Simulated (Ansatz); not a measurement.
Calculated quadrupolar parameters for SiO2

The cell is a structure deposited in the COD, taken as it stands.

Space group P4_12_12 (No. 92); a = 4.9717, c = 6.9223 Å.

| site | Wyckoff | site symmetry | x | y | z |
| --- | --- | --- | --- | --- | --- |
| Si | 4a | ..2 | 0.3003 | 0.3003 | 0.0000 |
| O | 8b | 1 | 0.2392 | 0.1044 | 0.1787 |

One atom of each set is listed.

Level of theory: DFT, PBE, plane waves and PAW (field gradients read without the response of the frozen cores, which leaves them typically 4 to 6 % off), scalar-relativistic, 420 eV cutoff, Γ-centred 5×5×4 k-points, Fermi–Dirac smearing 0.02 eV (Ansatz 0.2.0).

Conventions: |V_zz| ≥ |V_yy| ≥ |V_xx|, η = (V_xx − V_yy)/V_zz, C_Q = eQV_zz/h.

¹⁷O: I = 5/2, Q = -25.58 mb. Nuclear quadrupole moments: year-2017 set (Pyykkö).

(1) Which values are expected at the nuclei?

## Answers

(1) 

```tsv
site	atoms	first shell	V_zz (10²¹ V/m²)	η	C_Q (MHz)
Si	4	4 O at 1.60 Å	-0.33	0.97	–
O	8	2 Si at 1.60 Å, angle 146°	9.39	0.14	-5.80
```

At O V_zz runs parallel to the line that joins its two neighbours (within 1°).

Si has no stable isotope with a ground-state quadrupole moment in the table, so no C_Q is given.

The calculated pressure of 8 GPa (PBE) comes largely from the unrelaxed atoms: it is 1.3 GPa once they are relaxed in the same cell. The largest force is 0.5 eV/Å, so the atoms aren't at the calculated equilibrium and relaxing them would move these values. Where η is near 1 the sign of V_zz means little.

Hardware: 1 thread of Intel Xeon Platinum 8259CL CPU @ 2.50GHz (Skylake/Cascade Lake) (x86_64; 8 cores open to the job, memory cap 3.0 GiB, no GPU), a shared host with a load of 0.5 a core. Wall time 15 s, CPU time 15 s, peak memory 0.46 GiB.
